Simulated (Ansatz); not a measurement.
GaIr:
```
CELL_PARAMETERS angstrom
      3.02629     0.00000     0.00000
      0.00000     3.02629     0.00000
      0.00000     0.00000     3.02629
ATOMIC_POSITIONS crystal
  Ir 0.50000 0.50000 0.50000
  Ga 0.00000 0.00000 0.00000
```

This is the r²SCAN-relaxed structure.

Task: All from the program Ansatz at the r²SCAN level (PAW), unless another level is named. Estimate the formation energy from the elements (no fitted shifts).

Result: -0.43 eV/atom.

Task: Next, the density of states at the Fermi level?

Result: 0.23 states/eV per atom (mean over ±0.08 eV).

Task: Next, the gap with spin–orbit coupling?

Result: none (metallic).

Space group Pm-3m (CsCl type). The workflow started from an entry of the Crystallography Open Database (COD). Whether it is the stable phase at ambient conditions was not checked. The r²SCAN relaxation kept the symmetry of its start; its stability against distortions is not shown here. The run is not spin-polarised. The references are the lowest solids computed at this level, not always the standard phases. Scalar-relativistic: spin–orbit coupling is off unless named, which matters more the heavier the elements.

Potentials: the later of the program's two PAW sets.
